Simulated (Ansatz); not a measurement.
Trial structure of CsBe3S3, not yet relaxed:

```cif
data_structure
_symmetry_space_group_name_H-M 'Pm-3n'
_symmetry_Int_Tables_number 223
_cell_length_a 5.4852
_cell_length_b 5.4852
_cell_length_c 5.4852
_cell_angle_alpha 90.000
_cell_angle_beta 90.000
_cell_angle_gamma 90.000
_cell_volume 165.03
loop_
_atom_site_label
_atom_site_type_symbol
_atom_site_symmetry_multiplicity
_atom_site_Wyckoff_symbol
_atom_site_fract_x
_atom_site_fract_y
_atom_site_fract_z
_atom_site_occupancy
Cs1 Cs 2 a 0.50000 0.50000 0.50000 1
Be1 Be 6 d 0.50000 0.00000 0.75000 1
S1 S 6 c 0.00000 0.50000 0.75000 1
```

Level of theory: DFT PBE, scalar-relativistic, plane waves, PAW (Ansatz). Plane waves to 420 eV, a k mesh through Γ of 4×4×4 on the computed 14-atom cell and Gaussian smearing (0.10 eV); no spin polarisation.

Energies over the elements count from the elements' standard structures at the same level, with no fitted energy shifts.

Question: Estimate its pressure, forces and energy as it stands.

Answer: The pressure is 54.5 GPa (it wants to expand), the largest force is 0.00 eV/Å (symmetry fixes the atoms), and the energy is +0.04 eV/atom against the elements. The shortest distance is 1.94 Å.

Question: How much does it gain on relaxing, and where does it end?

Answer: Relaxing gains about 0.67 eV/atom (the start's value is from the coarse mesh, so the gain is rough) in 9 ionic steps and ends at −0.63 eV/atom on the finer mesh. The symmetry stays Pm-3n (No. 223). The volume per atom grows by 45.7 %, from 11.8 to 17.2 Å³. The shortest distance goes from 1.94 Å (Be–S) to 2.20 Å (Be–S). Conventional cell: a = 6.218 Å. Cs has 12 Be at 3.48 Å and 12 S at 3.48 Å; Be is surrounded by 4 S at 2.20 Å, 2 Be at 3.11 Å and 4 Cs at 3.48 Å; S is surrounded by 4 Be at 2.20 Å, 2 S at 3.11 Å and 4 Cs at 3.48 Å.

The last run used a 6×6×6 mesh for its 14-atom cell and Gaussian smearing of 0.10 eV. The reference form of S is held partly by dispersion forces, which this level lacks. The relaxation can't lower the symmetry of the start. A structure relaxed within its symmetry needn't be a true minimum.
